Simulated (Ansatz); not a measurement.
**AlB$_{2}$Ru$_{2}$, first-principles data**

AlB2Ru2:
```
AlB2Ru2
1.0
    1.47326    -6.42456     0.00000
    1.47326     6.42456     0.00000
    0.00000     0.00000     2.82171
Al Ru B
1 2 2
Direct
  0.00000   0.00000   0.00000
  0.35786   0.64214   0.50000
  0.64214   0.35786   0.50000
  0.21040   0.78960   0.00000
  0.78960   0.21040   0.00000
```

Space group Cmmm (No. 65); conventional cell a = 2.9465 Å, b = 12.8491 Å, c = 2.8217 Å, α = β = γ = 90.00°.

Method: DFT-PBE in the program Ansatz with PAW potentials. The cell and atoms are relaxed at this level. Other levels are named where they apply.

Cell and energy:

```yaml
volume_per_atom: 10.68 Å³
density: 7.79 g/cm³
Formation energy from the elements (no fitted shifts): -0.35 eV/atom
```

Electronic structure:

```yaml
electronic_character: metallic (no gap)
Density of states at the Fermi level: 0.35 states/eV per atom (mean over ±0.08 eV)
```

The start of the workflow was typed in or built on a structure type; neither database checked (COD, Materials Project) lists it. Whether it is the stable phase at ambient conditions was not checked. The cell was relaxed with PBE under the symmetry of its start; its stability against distortions is not shown here. The run is not spin-polarised. The volume moved by 19 % from the start of the relaxation. The references are the lowest solids computed at this level, not always the standard phases. Spin–orbit coupling is left out wherever it is not named.

Potentials: the later of the program's two PAW sets.
